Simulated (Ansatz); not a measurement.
Bi2Se3 (Bi2Te3 type, space group R-3m)

```xyz
5
Lattice="2.0722 1.1964 9.4827 -2.0722 1.1964 9.4827 0.0000 -2.3927 9.4827" Properties=species:S:1:pos:R:3 pbc="T T T"
Bi     0.0000     0.0000    11.4041
Bi     0.0000     0.0000    17.0439
Se     0.0000     0.0000     0.0000
Se     0.0000     0.0000     5.9889
Se     0.0000     0.0000    22.4591
```

Two coordinates are scanned: the volume, and the ratio of the stretch along z (the conventional c axis) to the stretch across it. Atoms keep their fractional coordinates.

These are PBE-D3(BJ) (plane waves to 420 eV, PAW, scalar-relativistic; Ansatz, a quantum-chemistry and plane-wave program) values and carry that method's errors. k mesh 9×9×9 (Γ-centred), Fermi-Dirac smearing 0.05 eV. The energy includes the smearing's −TS. As the atoms are clamped, bonds stretch with the cell, which overstates energies and stresses. Bi2Se3 was relaxed with its symmetry unable to fall. Spin-orbit coupling is left out, though Bi is heavy. ΔE is measured from the relaxed starting cell.

| ΔE (eV/atom) | V/V₀ = 0.920 | V/V₀ = 0.947 | V/V₀ = 0.973 | V/V₀ = 1.000 | V/V₀ = 1.027 | V/V₀ = 1.053 | V/V₀ = 1.080 |
|---|---|---|---|---|---|---|---|
| (c/a)/(c/a)₀ = 0.920 | 0.0542 | ? | 0.0184 | 0.0149 | 0.0193 | 0.0305 | 0.0476 |
| (c/a)/(c/a)₀ = 0.947 | 0.0472 | 0.0235 | ? | 0.0067 | ? | 0.0216 | 0.0384 |
| (c/a)/(c/a)₀ = 0.973 | 0.0429 | 0.0190 | 0.0057 | 0.0017 | 0.0055 | ? | 0.0329 |
| (c/a)/(c/a)₀ = 1.000 | 0.0415 | 0.0175 | 0.0042 | 0.0000 | 0.0038 | 0.0144 | ? |
| (c/a)/(c/a)₀ = 1.027 | 0.0431 | 0.0191 | 0.0058 | 0.0017 | 0.0055 | ? | 0.0327 |
| (c/a)/(c/a)₀ = 1.053 | 0.0476 | 0.0239 | ? | 0.0067 | ? | 0.0213 | 0.0380 |
| (c/a)/(c/a)₀ = 1.080 | 0.0552 | 0.0318 | 0.0188 | 0.0150 | 0.0191 | 0.0300 | 0.0468 |

Q: Fill in the missing entries.

A: 
- (c/a)/(c/a)₀ = 0.920, V/V₀ = 0.947: 0.0310
- (c/a)/(c/a)₀ = 0.947, V/V₀ = 0.973: 0.0105
- (c/a)/(c/a)₀ = 0.947, V/V₀ = 1.027: 0.0107
- (c/a)/(c/a)₀ = 0.973, V/V₀ = 1.053: 0.0162
- (c/a)/(c/a)₀ = 1.000, V/V₀ = 1.080: 0.0310
- (c/a)/(c/a)₀ = 1.027, V/V₀ = 1.053: 0.0161
- (c/a)/(c/a)₀ = 1.053, V/V₀ = 0.973: 0.0107
- (c/a)/(c/a)₀ = 1.053, V/V₀ = 1.027: 0.0106

(Under strain, the slope of the energy per volume gives the stress and its curvature an elastic modulus.)
